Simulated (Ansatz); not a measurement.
Ansatz 0.2.0, relaxation: La2In8Ir

The input file (Ansatz 0.2.0, plane waves):

```yaml
crystal:
  lattice:
    - [4.668921, 0.0, 0.0]
    - [0.0, 4.668921, 0.0]
    - [0.0, 0.0, 12.189573]
  atoms:
    - { symbol: Ir, position: [0.0, 0.0, 0.5] }
    - { symbol: La, position: [0.0, 0.0, 0.80602] }
    - { symbol: La, position: [0.0, 0.0, 0.19398] }
    - { symbol: In, position: [0.5, 0.0, 0.0] }
    - { symbol: In, position: [0.0, 0.5, 0.0] }
    - { symbol: In, position: [0.0, 0.5, 0.61993] }
    - { symbol: In, position: [0.5, 0.0, 0.61993] }
    - { symbol: In, position: [0.0, 0.5, 0.38007] }
    - { symbol: In, position: [0.5, 0.0, 0.38007] }
    - { symbol: In, position: [0.5, 0.5, 0.80562] }
    - { symbol: In, position: [0.5, 0.5, 0.19438] }
  symmetry: { tolerance: 0.0003 }
kpoints:
  mp_grid: { grid: [6, 6, 2], shift: [0, 0, 0] }
magnetization:
  spin_polarized: false
scf:
  occupations: { method: cold, width: 0.1991 }
  lower_state_search: "off"
hamiltonian:
  pseudopotentials: { kind: paw }
  xc: r2scan
basis:
  ecutwfc: 500
  fft_grid_basis: typed
relax:
  max_steps: 40
  cell: { p_target: 0.0 }
output:
  forces: true
  stress: true
  eigenvalues: true
  bader: false
  populations: true
  elf: true
  write_potential: true
  volumetric_format: npy
  dos:
    e_range: [-12, 8]
    de: 0.05
    projected: { site_lists: { In: [In], Ir: [Ir], La: [La] } }
  write_density: true
checkpoint:
  read: saved_state
```

The command:

```bash
ansatz run input.yaml --threads 2 --pin off --max-ram 2560MiB --backend cpu --events-out ev --progress --plain --runs-dir out
```

Origin of the cell: a known structure type with other elements, at an estimated volume, so it need not be a known compound.

The saved state is a converged single point of the same cell.

Output (shortened):

```
La: projections on atomic orbitals take those of the free atom [Kr 4d10] 4f0 5s2 5p6 5d1 6s2, of charge +0.00 (hamiltonian.pseudopotentials.projection_atoms); the dataset's partial waves leav […]
Pseudopotentials: kind: paw
Pseudopotential: Ir, paw, valence charge 17, recommended cutoff 500 eV (meta_gga), Ir.paw.azcp
Pseudopotential: La, paw, valence charge 11, recommended cutoff 500 eV (meta_gga), La.paw.azcp
Pseudopotential: In, paw, valence charge 13, recommended cutoff 500 eV (meta_gga), In.paw.azcp
Functional definition: r2SCAN
  exchange = r2scan_x(k0 = k0, k1 = k1, a1 = a1)
  correlation = r2scan_c
Crystal: 11 atoms, lattice volume = 265.718 Å³
Basis set: ecut = 500 eV, 6701 PW (Γ), exchange–correlation on 144×144×360 points (64 copies of the dense FFT grid, shifted against one another)
Bands: 86, of which v1, the nominal top of the filled ones, is band 72 counted from 1 (71 counted from 0)
[… 13 lines left out …]
Initial density: read from a saved state, or passed on in memory by an earlier SCF of this step, an earlier step, the calling program or the single point that the run made first
Functional: x = r2scan, c = r2scan; τ floored in thin density (d = 2e-4 eV/Å³)
SCF iter   1: F=—  HF=-69378.578910 eV  Δρ=1.83e-3  dr2=1.92e-2  dr2_τ=1.28e-3
SCF iter   2: F=—  HF=-69378.581422 eV  S|Δr|=    0.00e0  Δρ=1.15e-3  dr2=8.84e-3  dr2_τ=1.29e-4
SCF iter   3: F=—  HF=-69378.580755 eV  S|Δr|=    0.00e0  Δρ=5.77e-4  dr2=2.22e-3  dr2_τ=4.01e-4
SCF iter   4: F=—  HF=-69378.580494 eV  S|Δr|=    0.00e0  Δρ=2.05e-4  dr2=2.50e-4  dr2_τ=1.14e-5
SCF iter   5: F=—  HF=-69378.580506 eV  S|Δr|=    0.00e0  Δρ=8.19e-5  dr2=2.46e-5  dr2_τ=1.22e-6
SCF iter   6: F=—  HF=-69378.580556 eV  S|Δr|=    0.00e0  Δρ=2.34e-5  dr2=2.76e-6  dr2_τ=2.16e-8
SCF iter   7: F=—  HF=-69378.580557 eV  S|Δr|=    0.00e0  Δρ=5.76e-6  dr2=1.73e-7  dr2_τ=5.33e-9
SCF iter   8: F=-69378.580557 eV  HF=-69378.580557 eV  S|Δr|=    0.00e0  Δρ=1.87e-6  dr2=1.70e-8  dr2_τ=3.39e-10
relax step   1: F+E_penalty+E_count = -69378.580557 eV  Δ(F+E_penalty+E_count) = +0.000e0 eV  max|allowed force component| = 1.384e-1 eV/Å  Δτ_max = 0.0000 Å  P = +3.248 GPa  Ω = 265.718 Å³ […]
relax step   2: F+E_penalty+E_count = -69378.611240 eV  Δ(F+E_penalty+E_count) = -3.068e-2 eV  max|allowed force component| = 1.111e-1 eV/Å  Δτ_max = 0.0522 Å  P = -2.352 GPa  Ω = 288.882 Å³ […]
relax step   3: F+E_penalty+E_count = -69378.702503 eV  Δ(F+E_penalty+E_count) = -9.126e-2 eV  max|allowed force component| = 6.778e-3 eV/Å  Δτ_max = 0.0212 Å  P = -0.223 GPa  Ω = 278.726 Å³ […]
relax step   4: F+E_penalty+E_count = -69378.703348 eV  Δ(F+E_penalty+E_count) = -8.454e-4 eV  max|allowed force component| = 3.381e-3 eV/Å  Δτ_max = 0.0025 Å  P = +0.023 GPa  Ω = 277.711 Å³ […]
relax step   5: F+E_penalty+E_count = -69378.705717 eV  Δ(F+E_penalty+E_count) = -2.369e-3 eV  max|allowed force component| = 3.345e-3 eV/Å  Δτ_max = 0.0000 Å  P = +0.029 GPa  Ω = 277.711 Å³  stress off target by 3.55e-2 GPa […]
SCF 5 converged in 8 iterations: F = -69378.705717 eV  dr2 = 2.59e-11
basis re-selected at this cell: Δ(F+E_penalty+E_count) = -2.369e-3 eV, ΔP = +0.006 GPa vs the last step (what re-selecting the basis moved, of the pressure what is left beyond the Pulay corre […]
SCF converged after 8 iterations
Stability not checked: this state was not tested for a lower state beside it, because cold or Methfessel-Paxton smearing, or corrected tetrahedra, fill the levels in a way that the test cannot read (fill_not_monotonic; […]
Free energy (F): -69378.705717 eV
Harris-Foulkes:  -69378.705717 eV  (|F-HF|=2.91e-11)
Internal energy: -69378.705415 eV  (E = F + TS)
E sigma→0 (E₀):  -69378.705616 eV
Entropy (-TS):   -0.000302 eV (-0.027 meV/atom)
Fermi energy:    11.903269 eV
--- Per-component energies (eV) ---
  E_band       = -456.998350
  E_kinetic    = 2952.464351
  E_local      = -12070.874578  (includes V_loc(G=0)·N_el)
  E_nonlocal   = 3195.399725
  E_hartree    = 4868.416290
  E_xc         = -2133.260751
  E_vxc        = -1518.062615  (∫ρ·V_xc dr)
  E_paw        = -53589.245094  (= ΣΔE_a)
  E_vpaw       = -2850.894380  (= ΣTr[D̂ρ^β])
  E_aug_tail   = 0.000057  (compensation charges beyond the density's cutoff)
  E_vtau       = 98.136253  (kinetic-family band-sum trace: ∫τ·v_τ [+ j·A + Jᵃ·Aᵃ] dr)
  E_ewald      = -12609.149912
  E_core_change = 7.544498  (= ΣΔE_core)
  E_smearing   = -0.000302  (= −TS)
  Σ components = -69378.705717   (vs F -69378.705717, Δ=0.00e0)
--- Forces (eV/Å), atoms counted from 1 ---
  atom   1  Ir     0.000000    -0.000000     0.000000
  atom   2  La    -0.000000     0.000000    -0.001953
  atom   3  La    -0.000000     0.000000     0.001953
  atom   4  In    -0.000000     0.000000     0.000000
  atom   5  In     0.000000    -0.000000     0.000000
  atom   6  In     0.000000     0.000000     0.003298
  atom   7  In     0.000000     0.000000     0.003298
  atom   8  In     0.000000     0.000000    -0.003298
  atom   9  In     0.000000     0.000000    -0.003298
  atom  10  In     0.000000     0.000000     0.003345
  atom  11  In     0.000000    -0.000000    -0.003345
  max |Σ_I F_I| component: 2.08e-17 eV/Å
--- Stress (GPa, compression-positive) ---
        0.026446       0.000000       0.000000
        0.000000       0.026446       0.000000
        0.000000       0.000000       0.035483
  P = ⅓ Tr σ = 0.0295 GPa (0.295 kbar)
--- Relaxed structure (4 steps of the walk, 4 accepted, 1 SCFs on fresh bases) ---
  F+E_penalty+E_count = -69378.705717 eV   max|allowed force component| = 3.345e-3 eV/Å   (the final SCF, on the basis selected at the relaxed cell)
  cell:  # Å, volume = 277.7114 Å³
    - [4.731508, 0.0, 0.0]
    - [0.0, 4.731508, 0.0]
    - [0.0, 0.0, 12.404937]
  atoms:
    - { symbol: Ir, position: [0.0, 0.0, 0.5] }
    - { symbol: La, position: [0.0, 0.0, 0.804542] }
    - { symbol: La, position: [0.0, 0.0, 0.195458] }
    - { symbol: In, position: [0.5, 0.0, 0.0] }
    - { symbol: In, position: [0.0, 0.5, 0.0] }
    - { symbol: In, position: [0.0, 0.5, 0.617484] }
    - { symbol: In, position: [0.5, 0.0, 0.617484] }
    - { symbol: In, position: [0.0, 0.5, 0.382516] }
    - { symbol: In, position: [0.5, 0.0, 0.382516] }
    - { symbol: In, position: [0.5, 0.5, 0.805053] }
    - { symbol: In, position: [0.5, 0.5, 0.194947] }
--- Löwdin populations: 11 sites ---
  site symbol       q [e]
     0     Ir     16.7470
     1     La     10.8953
     2     La     10.8953
     3     In     13.0263
     4     In     13.0263
     5     In     13.0158
     6     In     13.0158
     7     In     13.0158
     8     In     13.0158
     9     In     13.0449
    10     In     13.0449
  spilling = 0.001795 (of n_electrons = 143.000000)
```

Before:

Space group P4/mmm (No. 123); the run's cell has a = 4.669 Å, b = 4.669 Å, c = 12.190 Å, α = 90.00°, β = 90.00°, γ = 90.00°. Shortest distances: In–Ir 2.75 Å, In–In 2.92 Å, In–La 3.26 Å.

The relaxed structure.

Space group P4/mmm (No. 123); the run's cell has a = 4.732 Å, b = 4.732 Å, c = 12.405 Å, α = 90.00°, β = 90.00°, γ = 90.00°. Shortest distances: In–Ir 2.78 Å, In–In 2.91 Å, In–La 3.31 Å.

```yaml
Free_energy_lowered_by: 11.4 meV/atom
Volume_change: 4.51 %
Final_pressure: 0.03 GPa
Relaxation_steps_listed: 5
```

Caveats: no moments, though an odd count or open d shells may carry them; no spin-orbit coupling, though heavy elements are present; the relaxation held the start's symmetry, so the end may be a saddle point; wide smearing.

It ran for 5.6 min on 2 threads of Arm Neoverse N1, with other jobs on the host, peak memory 1.4 GiB, from a saved density.
